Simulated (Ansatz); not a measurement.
All numbers below come from Ansatz, DFT PBE, scalar-relativistic, plane waves, PAW. All cells share a 420 eV cutoff and Γ-centred k meshes spaced about 0.3 Å⁻¹ or finer (0.25 for metals, 2π included). No spin polarisation in the final relaxations.

Temperature and zero-point effects are left out. All come from trial cells, and lower structures may exist.

**Question.** Which of these relaxed structures of ScTl3SbBr3 is the lowest in energy?
A. Space group Cmmm (No. 65), orthorhombic, a = 8.139 Å, b = 11.564 Å, c = 6.012 Å. Around Sc lie 2 Br at 2.60 Å and 2 Sb at 3.01 Å; Tl on a site of symmetry 2/m is surrounded by 2 Sb at 3.54 Å, 6 Br at 3.54–3.64 Å and 2 Tl at 4.07 Å; Sb has 2 Sc at 3.01 Å and 4 Tl at 3.54 Å; around Br on a site of symmetry m2m lie 1 Sc at 2.60 Å, 1 Tl at 3.18 Å and 4 Tl at 3.64 Å; 2 more sites not described.
B. Space group P4/mmm (No. 123), tetragonal, a = 4.207 Å, c = 16.063 Å. Around Sc lie 4 Sb at 2.98 Å and 2 Tl at 3.28 Å; Tl on a site of symmetry 4mm has 4 Br at 3.21 Å and 1 Sc at 3.28 Å; Sb has 4 Sc at 2.98 Å; Br on a site of symmetry 4mm is surrounded by 4 Tl at 3.21 Å and 1 Tl at 3.54 Å; 2 more sites not described.
C. Space group P4/mmm (No. 123), tetragonal, a = 4.514 Å, c = 14.636 Å. Sc has 2 Br at 2.70 Å and 4 Sb at 3.19 Å; Tl on a site of symmetry 4mm is surrounded by 1 Sb at 3.15 Å and 4 Br at 3.22 Å; Sb has 2 Tl at 3.15 Å and 4 Sc at 3.19 Å; Br on a site of symmetry 4mm is surrounded by 1 Sc at 2.70 Å and 4 Tl at 3.22 Å; 2 more sites not described.

**Answer.** C. It has space group P4/mmm (No. 123); the next, B, with space group P4/mmm (No. 123), lies 176 meV/atom higher. Counting Br or Sb atoms around Sc and Tl (for each partner element, those within 1.25 times its shortest distance or 1.15 times the sum of covalent radii, where it is the nearest in units of that sum or under 1.3; the shortest distance is added where it is long for a bond; a slash parts the counts of unlike sites), the lowest has Sc 6, Tl 4 from 3.2 Å/5 and the next has Sc 4, Tl 4 from 3.2 Å/4+2.

No dispersion correction is applied, so the spacing and binding between layers, chains or molecules are poorly described (P4/mmm at 37.3 Å³/atom), and this can change margins and order among such cells. Spin–orbit coupling, which can matter for Sb and Tl, is left out. A magnetic state wasn't ruled out in cells without spin, among them Cmmm. Cells relaxed within their symmetry can be saddle points; a later kick test found a lower structure for ScTl3SbBr3 P4/mmm. Some structure types and database cells were kept out of the candidates from the start, so a known form may be missing.
